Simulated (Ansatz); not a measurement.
**Property card for Si2W**

Si₂W:
```xyz
9
Lattice="4.5809 0.0000 0.0000 -2.2904 3.9672 0.0000 0.0000 0.0000 6.6103" Properties=species:S:1:pos:R:3 pbc="T T T"
Si     2.2904     2.6693     3.3051
Si    -1.1665     3.3182     5.5086
Si     1.1240     0.6489     1.1017
Si     0.0000     1.2978     3.3051
Si     3.4569     0.6489     5.5086
Si     1.1665     3.3182     1.1017
W     -1.1452     1.9836     1.1017
W      2.2904     0.0000     3.3051
W      1.1452     1.9836     5.5086
```

Space group P6_222 (No. 180); conventional cell a = b = 4.581 Å, c = 6.610 Å, α = β = 90.00°, γ = 120.00°.

Method: r²SCAN in the plane-wave PAW code Ansatz. Structure relaxed to zero pressure with the same functional. Other levels are named where they apply.

### Cell and energy

| Item | Result |
|---|---|
| Volume per atom | 13.35 Å³ |
| Density | 9.95 g/cm³ |
| Formation energy from the elements (no fitted shifts) | -0.24 eV/atom |

### Electronic structure

| Item | Value |
|---|---|
| Band gap | 0.12 eV (indirect) |
| Valence-band maximum | at L |
| Conduction-band minimum | at M (3 equivalent valleys) |
| Smallest direct gap on the standard path | 0.82 eV |
| Electron effective mass | 0.32, 0.32, 0.46 mₑ (principal values) |
| Hole effective mass | 0.38, 0.45, 0.57 mₑ (principal values) |
| HSE06 gap on the r²SCAN cell | 0.44 eV |
| Gap with spin–orbit coupling | 0.10 eV (the band order may be inverted) |

### Mechanics

| Quantity | Result |
|---|---|
| Bulk modulus (Birch–Murnaghan fit) | 237 GPa |
| Pressure derivative B′ | 4.5 |
| Elastic constants (relaxed ions, GPa) | C11 = 465, C12 = 82.2, C13 = 151, C33 = 447, C44 = 155 |
| Mechanical stability | stable (all eigenvalues of C positive) |
| Hill bulk and shear moduli | 238 and 165 GPa |
| Young's modulus | 402 GPa |
| Poisson's ratio | 0.22 |
| Debye temperature from the elastic constants | 566 K |

### Dielectric response

| Quantity | Result |
|---|---|
| Electronic dielectric constant ε∞ (DFPT) | 26.5 (xx = yy), 25.6 (zz) |
| Static dielectric constant ε0 (ions relaxed, cell fixed) | 52.4 (xx = yy), 48.0 (zz) |
| Born charges (a third of the trace) | Si +3.97, W -7.95 e |

### Phonons

| Property | Result |
|---|---|
| Highest zone-centre frequency (without LO–TO term) | 422 cm^-1 |
| Zone-centre stability | no imaginary mode at Γ |
| Dynamical stability on the path | stable (no imaginary branch) |
| Zero-point energy | 51.6 meV/atom |
| Vibrational entropy at 300 K | 22.0 J/(K·mol of atoms) |

### Charges

| Item | Value |
|---|---|
| Bader charges | Si -0.07, W +0.13 e |

The workflow started from a Materials Project entry (that database holds measured and hypothetical structures alike); the Crystallography Open Database copy checked does not list it. It is not the phase usual at ambient conditions (space group No. 139). The r²SCAN relaxation kept the symmetry of its start. The run is not spin-polarised. The references are the lowest solids computed at this level, not always the standard phases. Scalar-relativistic: spin–orbit coupling is off unless named, which matters more the heavier the elements.

Potentials: the earlier of the program's two PAW sets.
